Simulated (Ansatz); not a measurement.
Relaxed candidate structures of Bi:

**A**
```
Bi
1.0
    6.37873     0.00000     0.00000
    0.00000     6.37873     0.00000
    0.00000     0.00000     6.37873
Bi
8
Cartesian
  1.59468   0.00000   3.18937
  4.78405   0.00000   3.18937
  0.00000   3.18937   1.59468
  0.00000   3.18937   4.78405
  3.18937   1.59468   0.00000
  3.18937   4.78405   0.00000
  0.00000   0.00000   0.00000
  3.18937   3.18937   3.18937
```

**B**
```cif
data_Bi2
_chemical_formula_sum 'Bi2'
_space_group_name_H-M_alt 'P 1'
_space_group_IT_number 1
_cell_length_a 5.15392
_cell_length_b 5.15392
_cell_length_c 5.15392
_cell_angle_alpha 60.000
_cell_angle_beta 60.000
_cell_angle_gamma 60.000
loop_
_space_group_symop_operation_xyz
  'x, y, z'
loop_
_atom_site_label
_atom_site_type_symbol
_atom_site_fract_x
_atom_site_fract_y
_atom_site_fract_z
_atom_site_occupancy
Bi1 Bi 0.75000 0.75000 0.75000 1
Bi2 Bi 0.50000 0.50000 0.50000 1
```

**C**
```cif
data_Bi3
_chemical_formula_sum 'Bi3'
_space_group_name_H-M_alt 'P 1'
_space_group_IT_number 1
_cell_length_a 5.68476
_cell_length_b 5.68476
_cell_length_c 3.42485
_cell_angle_alpha 90.000
_cell_angle_beta 90.000
_cell_angle_gamma 120.000
loop_
_space_group_symop_operation_xyz
  'x, y, z'
loop_
_atom_site_label
_atom_site_type_symbol
_atom_site_fract_x
_atom_site_fract_y
_atom_site_fract_z
_atom_site_occupancy
Bi1 Bi 0.00000 0.00000 0.00000 1
Bi2 Bi 0.33333 0.66667 0.50000 1
Bi3 Bi 0.66667 0.33333 0.50000 1
```

**D**
```cif
data_Bi4
_chemical_formula_sum 'Bi4'
_space_group_name_H-M_alt 'P 1'
_space_group_IT_number 1
_cell_length_a 6.66060
_cell_length_b 6.66060
_cell_length_c 6.66060
_cell_angle_alpha 122.076
_cell_angle_beta 122.076
_cell_angle_gamma 86.440
loop_
_space_group_symop_operation_xyz
  'x, y, z'
loop_
_atom_site_label
_atom_site_type_symbol
_atom_site_fract_x
_atom_site_fract_y
_atom_site_fract_z
_atom_site_occupancy
Bi1 Bi 0.37500 0.16232 0.28732 1
Bi2 Bi 0.87500 0.08768 0.71268 1
Bi3 Bi 0.91232 0.12500 0.28732 1
Bi4 Bi 0.83768 0.62500 0.71268 1
```

**E**
```
Bi
1.0
   -4.09792     4.09792     4.09792
    4.09792    -4.09792     4.09792
    4.09792     4.09792    -4.09792
Bi
8
Direct
  0.37514   0.37514   0.37514
  0.50000   0.00000   0.12486
  0.00000   0.12486   0.50000
  0.12486   0.50000   0.00000
  0.87514   0.87514   0.87514
  0.50000   0.00000   0.62486
  0.00000   0.62486   0.50000
  0.62486   0.50000   0.00000
```

Q: Order them by energy per atom (lowest first) at the level PBE (plane waves to 420 eV, PAW, scalar-relativistic; Ansatz, a program for electronic structure).

A: E (reference), C (+0.04 eV/atom), B (+0.09 eV/atom), A (+0.14 eV/atom), D (+0.17 eV/atom)

The lowest structure calculated, R-3m, hR2, AFLOW prototype A_hR2_166_c (A7, as in As), is not among these; it lies 0.11 eV/atom below the lowest of them.  1 generated cell of layers, chains or molecules, poorly bound without dispersion, is left out. Each run could gain symmetry but not lose that of its start, so entries can be saddle points. All of these are generated cells (placed on structure types, drawn at random, substituted or restacked) that were not matched to a known phase here. Energies are at zero temperature and pressure, without zero-point motion. Each cell has its own k-point mesh; energy differences are given only to the digits this allows. No spin polarisation in the result.
